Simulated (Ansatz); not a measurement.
## Calculated electric field gradients for Tl₂MoO₄

The cell is a computed structure from the Materials Project (it need not be an observed phase).

```
CELL_PARAMETERS angstrom
6.18204 0.00000 0.00000
-3.09102 5.35380 0.00000
0.00000 0.00000 8.30991
ATOMIC_POSITIONS crystal
Tl 0.33333 0.66667 0.31977
Tl 0.00000 0.00000 0.50000
Tl 0.66667 0.33333 0.68023
Tl 0.00000 0.00000 0.00000
Mo 0.66667 0.33333 0.18333
Mo 0.33333 0.66667 0.81667
O 0.17844 0.35689 0.74304
O 0.66667 0.33333 0.96977
O 0.82156 0.17844 0.25696
O 0.82156 0.64311 0.25696
O 0.64311 0.82156 0.74304
O 0.35689 0.17844 0.25696
O 0.17844 0.82156 0.74304
O 0.33333 0.66667 0.03023
```

Atoms are numbered from 1 in the order listed; like atoms form one site, named after its first atom.

The numbers come from a DFT calculation in Ansatz (PBE, plane waves and PAW, with spin–orbit coupling, 420 eV cutoff, Γ-centred 5×5×3 k-points, Fermi–Dirac smearing 0.02 eV).

V_zz is the principal component of the electric field gradient with the largest magnitude, η = (V_xx − V_yy)/V_zz and C_Q = eQV_zz/h.

95Mo: I = 5/2, Q = -22.00 mb; 17O: I = 5/2, Q = -25.58 mb. Quadrupole moments are those of Pyykkö's year-2017 table.

```tsv
site	atoms (order as listed)	first shell	V_zz (10²¹ V/m²)	η	C_Q (MHz)
Tl1	1, 3	1 O at 2.41 Å; also 6 O at 3.14 Å	-22.7	0.00	–
Tl2	2	6 O at 2.78 Å	-11.70	0.00	–
Tl4	4	6 O at 2.87 Å	-12.60	0.00	–
Mo	5, 6	4 O at 1.77 Å	-1.62	0.00	0.861
O7	7, 9, 10, 11, 12, 13	1 Mo at 1.77 Å; also 4 Tl at 2.78–3.14 Å	0.87	0.67	-0.537
O8	8, 14	1 Mo at 1.77 Å; also 1 Tl at 2.41 Å	3.27	0.00	-2.02
```

An axis of threefold or higher order runs through Tl1, Tl2, Tl4, Mo and O8, so V_zz lies along it and η is zero.

Tl has no stable isotope with a ground-state quadrupole moment in the table, so no C_Q is given.

The largest force is 0.4 eV/Å, so the atoms aren't at the calculated equilibrium and relaxing them would move these values.
